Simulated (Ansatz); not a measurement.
This run works on a generated trial structure, not on a known crystal.

Input and command of a plane-wave DFT calculation in Ansatz:

```yaml
crystal:
  lattice:
    - [-2.2248556322, 2.2248556322, 4.4296601087]
    - [2.2248556322, -2.2248556322, 4.4296601087]
    - [2.2248556322, 2.2248556322, -4.4296601087]
  atoms:
    - { symbol: Zr, position: [0.0, 0.0, 0.0] }
    - { symbol: Ti, position: [0.5, 0.5, 0.0] }
    - { symbol: Ti, position: [0.75, 0.25, 0.5] }
    - { symbol: Ti, position: [0.25, 0.75, 0.5] }
    - { symbol: C, position: [0.7439552306, 0.7439552306, 0.0] }
    - { symbol: C, position: [0.2560447694, 0.2560447694, 0.0] }
    - { symbol: C, position: [0.5, 0.0, 0.5] }
    - { symbol: C, position: [0.0, 0.5, 0.5] }
basis:
  ecutwfc: 420
kpoints:
  mp_grid: { grid: [12, 12, 12] }
hamiltonian:
  xc: pbe
scf:
  occupations: { method: gaussian, width: 0.1 }
output:
  forces: true
  stress: true
  eigenvalues: true
  write_density: true
  write_potential: true
  elf: true
  volumetric_format: npy
relax:
  adjacent_minimum: "off"
  f_tol: 0.01
  max_steps: 80
  cell: { stress_tol: 0.05 }
```

```bash
ansatz run input.yaml --threads 1 --pin off --max-ram 2560MiB --backend cpu --events-out ev --progress --plain --runs-dir out
```

Processor: Arm Neoverse V1, 1 thread, on a host shared with other jobs.

Q: How long does it run, and how much memory does it take?

A: About 2.3 min, peak memory 0.71 GiB. It solves 40 bands at 163 k points (after reduction by symmetry) with about 1679 plane waves (on the last cell), in 20 SCF iterations over 3 ionic steps.
